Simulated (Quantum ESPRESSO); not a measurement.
Al6MgSiN8, a curve over one atom's position

A calculation, not a measurement. The program is pw.x of Quantum ESPRESSO 7.5 (plane-wave density functional theory). The cell is made up: 16 atoms on a doubled wurtzite lattice, with randomly drawn elements, strain and displacements, not relaxed. PseudoDojo standard norm-conserving files (v0.5 for PBE, v0.4.1 for LDA and PBEsol) set the functional; there is no spin polarisation, spin-orbit coupling or dispersion term, and the masses in the input are unused placeholders.

Seven runs move atom 15 (N, counted in the order of the input) along x and keep all else fixed.

Input of the run at +0.0154:

```
&control calculation='scf', pseudo_dir='./dojo.nc.sr.pbe.v0_5.standard.upf', outdir='./o', disk_io='low', tprnfor=.true., tstress=.true. /
&system ibrav=0, nat=16, ntyp=4, nbnd=42, ecutwfc=84.00895049, nosym=.true., tot_charge=0,
 occupations='smearing', smearing='fd', degauss=0.0018374661
/
&electrons conv_thr=7.350e-09, electron_maxstep=60, /
ATOMIC_SPECIES
Al 1.0 Al.upf
Mg 1.0 Mg.upf
N 1.0 N.upf
Si 1.0 Si.upf
CELL_PARAMETERS angstrom
3.1073 -0.0029 -0.0065
-0.005 5.3525 0.018
-0.0212 0.0339 10.0131
ATOMIC_POSITIONS angstrom
Al -0.0445 0.0434 -0.035
Al 1.489 2.6903 0.0832
Al 1.5186 1.0002 2.5238
Mg -0.0171 3.5471 2.4767
Si 0.0209 0.0476 5.0267
Al 1.5324 2.7355 5.0507
Al 1.5278 0.8338 7.6078
Al -0.0568 3.5883 7.452
N -0.04 -0.0324 1.8499
N 1.4907 2.6336 1.8886
N 1.5676 0.8275 4.2924
N 0.093 3.5985 4.5243
N -0.0463 0.0865 6.9985
N 1.5082 2.6876 6.8352
N 1.5576 0.8661 9.351
N -0.0228 3.6195 9.4199
K_POINTS automatic
7 4 2 1 1 1
```

```
shift of atom 15 along x (Å)  free energy less that of the input shown (eV)  Fx on atom 15 (eV/Å)  Fy on atom 15 (eV/Å)  Fz on atom 15 (eV/Å)  pressure (GPa)  next band up at Gamma (eV)  iterations
                     -0.0798                                        -0.0371                 0.595                 1.412                 1.178            8.59                       0.531          17
                     -0.0676                                        -0.0428                 0.343                 1.398                 1.197            8.58                       0.531          17
                     -0.0472                                        -0.0455                -0.078                 1.395                 1.211            8.58                       0.532          17
                     -0.0223                                        -0.0371                -0.592                 1.422                 1.197            8.61                       0.533          17
                     +0.0154                                         0.0000                -1.381                 1.530                 1.109            8.69                       0.534          17
                     +0.0298                                         0.0221                -1.688                 1.593                 1.055            8.74                       0.534          16
                     +0.0513                                         0.0634                -2.154                 1.710                 0.951            8.83                       0.536          17
```

A cubic fit gives dFx/dx = -20.95 eV/Å² at zero shift. Across the table the free energy follows the integral of the force to within 0.1 meV. A rerun of one of the cells at 1437 eV and a 9 x 6 x 4 mesh moved values by no more than 0.005 eV in energy, 0.03 GPa in stress and 0.003 eV/Å in force. The band column is the level of band 37 at Gamma less that of band 36, whose number is half the electron count, rounded up; it comes from a band step after each run.